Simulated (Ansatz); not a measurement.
ZrGeS in space group P4/nmm (No. 129; Zr on 2c, Ge on 2a, S on 2c) at seven volumes, PBEsol (plane waves, PAW; program Ansatz), shape and atoms relaxed at each. One row is withheld.

| V (Å³/atom) | P (GPa) |
|---|---|
| 15.713 | 15.36 |
| 16.231 | 9.39 |
| 16.749 | 4.31 |
| 17.267 | 0.00 |
| 17.785 | -3.64 |
| 18.303 | -6.75 |
| 18.821 | ? |

**Question.** Fit the shown pressures and predict the withheld one.

**Answer.** Third-order Birch–Murnaghan: P = (3/2)B₀(x^(7/2) − x^(5/2))[1 + (3/4)(B′ − 4)(x − 1)] with x = (V₀/V)^(2/3). Least squares on the six rows gives V₀ = 17.268 Å³/atom, B₀ = 132.0 GPa, B′ = 4.44. At V = 18.821, x = 0.9442 and P = -9.39 GPa. The run itself gave -9.37 GPa.

The first step of the workflow began from a Materials Project structure, measured or hypothetical; the Crystallography Open Database files this formula in space group No. 129, but the cells were not matched. Its standing as an ambient phase is unchecked. Symmetry was held in the PBEsol relaxation; whether a distortion lowers the energy is not shown. The run is not spin-polarised.

Potentials: the later of the program's two PAW sets.
